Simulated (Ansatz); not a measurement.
# ZrPbO$_{3}$: zone-centre modes

All numbers below come from DFT PBEsol, scalar-relativistic, plane waves, PAW in Ansatz 0.2.0. The runs took a 420 eV cutoff, a Γ-centred 6×6×6 mesh and Gaussian smearing (0.05 eV). Spin–orbit coupling is left out, which can shift energies with elements as heavy as these. No spin polarisation.

Reference structure (relaxed at this level; it needn't be the usual structure):

```
Zr Pb O
1.0
    -4.14129    0.00000   -4.14129
     0.00000   -4.14129   -4.14129
    -4.14129   -4.14129    0.00000
Zr Pb O
2 2 6
Direct
  0.00000 0.00000 0.00000
  0.50000 0.50000 0.50000
  0.25000 0.25000 0.25000
  0.75000 0.75000 0.75000
  0.25000 0.75000 0.25000
  0.75000 0.25000 0.75000
  0.75000 0.75000 0.25000
  0.25000 0.25000 0.75000
  0.75000 0.25000 0.25000
  0.25000 0.75000 0.75000
```

Harmonic modes by finite displacements of 0.02 Å, without the LO–TO term. The cell doubles the primitive one, so its zone centre also holds the primitive cell's point q = (1/2, 1/2, 1/2).

**Question.** At this geometry, is the structure stable against these modes?

**Answer.** No: 9 modes are unstable, the strongest at 183i cm⁻¹.

**Question.** List the wavenumbers in cm⁻¹.

**Answer.** 183i, 183i, 183i, 134i, 134i, 134i, 52i, 52i, 52i, 0, 0, 0, 70, 70, 70, 154, 154, 154, 295, 295, 295, 297, 297, 297, 550, 550, 550, 593, 593, 835.

Cost: 1 run of about 3.6 core-minutes, on Arm Neoverse V1 (shared hosts).